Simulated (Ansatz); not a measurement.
TePdSe in space group P3m1 (No. 156; Te on 1a, Pd on 1b, Se on 1c), r²SCAN+D4 in the plane-wave PAW code Ansatz, all energies at zero smearing, with the estimated change up to a 700 eV cutoff added, with one set of potentials and settings (totals compare only within such a set). Cell of 3 atoms (1 Te, 1 Pd, 1 Se): -19460.170 eV.

```tsv
element	reference phase	E (eV/atom)
Te	P3_121, 3 atoms in the cell	-6994.9777
Pd	Fm-3m, 1 atoms in the cell	-6985.9136
Se	P3_121, 3 atoms in the cell	-5478.2513
```

Formation energy per atom, worked out: (-19460.170 − 1×(-6994.9777) − 1×(-6985.9136) − 1×(-5478.2513))/3 = -0.342 eV/atom (-33 kJ per mol of atoms), at 0 K, without zero-point energy or fitted corrections.

The workflow started from a Materials Project entry (that database holds measured and hypothetical structures alike); the Crystallography Open Database copy checked does not list it. With Te and Se taken as one species the cell has the higher symmetry P-3m1, so it may be an ordered model of a mixed-site phase. Whether it is the stable phase at ambient conditions was not checked. Symmetry was held in the r²SCAN+D4 relaxation; whether a distortion lowers the energy is not shown. No spin polarisation was allowed. The references are the lowest solids computed at this level, not always the standard phases. Scalar-relativistic: spin–orbit coupling is off unless named, which matters more the heavier the elements.

Potentials: the later of the program's two PAW sets.
